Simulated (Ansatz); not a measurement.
Hg₄Pt in space group Im-3m (No. 229; Hg on 8c, Pt on 2a), plane-wave PAW r²SCAN (Ansatz code), all energies at zero smearing, with the estimated change up to a 700 eV cutoff added, with one set of potentials and settings (totals compare only within such a set). Cell of 5 atoms (4 Hg, 1 Pt): -67848.847 eV.

| element | reference phase | E (eV/atom) |
|---|---|---|
| Hg | P-1, 3 atoms in the cell | -13827.8306 |
| Pt | Fm-3m, 1 atoms in the cell | -12536.7848 |

Formation energy per atom, worked out: (-67848.847 − 4×(-13827.8306) − 1×(-12536.7848))/5 = -0.148 eV/atom (-14 kJ per mol of atoms), at 0 K, without zero-point energy or fitted corrections.

The first step of the workflow began from a Materials Project structure, measured or hypothetical; the Crystallography Open Database files this formula in space group No. 229, but the cells were not matched. Whether it is the stable phase at ambient conditions was not checked. Symmetry was held in the r²SCAN relaxation; its stability against distortions is not shown here. The run is not spin-polarised. The references are the lowest solids computed at this level, not always the standard phases. Spin–orbit coupling is left out wherever it is not named.

Potentials: the later of the program's two PAW sets.
